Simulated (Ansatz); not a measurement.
Relaxed-ion elastic tensor of TiCl3 in space group P6_3/mcm (No. 193; Cl on 6g, Ti on 2b) in GPa (Voigt order), LDA in the plane-wave PAW code Ansatz; density 2.96 g/cm³, 21.64 Å³ per atom.

```
28.8   8.6   6.9   0.0   0.0   0.0
 8.6  28.8   6.9   0.0   0.0   0.0
 6.9   6.9   105   0.0   0.0   0.0
 0.0   0.0   0.0   6.9   0.0   0.0
 0.0   0.0   0.0   0.0   6.9   0.0
 0.0   0.0   0.0   0.0   0.0  10.1
```

Is the crystal mechanically stable?

Yes: the smallest eigenvalue of C is 6.9 GPa.

Work out the Voigt, Reuss and Hill averages.

K_V = 23.0, K_R = 17.4, K_H = 20.2; G_V = 14.1, G_R = 9.5, G_H = 11.8 GPa.

Give Young's modulus, Poisson's ratio, Pugh's ratio and the universal anisotropy index.

E = 9KG/(3K + G) = 29.7 GPa; ν = 0.26; K/G = 1.71 (near the Pugh limit of 1.75, no verdict); A_U = 5G_V/G_R + K_V/K_R − 6 = 2.74.

Estimate the sound speeds and the Debye temperature.

v_l = √((K + 4G/3)/ρ) = 3490 m/s, v_t = √(G/ρ) = 2000 m/s, mean 2220 m/s; Θ = (h/k)(3n/4πV)^(1/3) v_m = 237 K.

How much does each axis shrink under pressure?

Linear compressibilities β_i = Σ_j S_ij (j = 1 to 3): x 26, y 26, z 6.2 per TPa.

The workflow started from an entry of the Crystallography Open Database (COD), which files this formula under 6 space groups. Whether it is the stable phase at ambient conditions was not checked. Symmetry was held in the LDA relaxation; its stability against distortions is not shown here. No spin polarisation was allowed. A crystal of weakly bound chains computed without a dispersion correction: the cell and the soft elastic constants depend strongly on that. As this level gives no gap, shear constants depend on the k-mesh and smearing (Fermi–Dirac, 0.1 eV here). On the denser mesh and wider smearing of the elastic run this cell carries a stress of 0.6 GPa.

Potentials: the later of the program's two PAW sets.
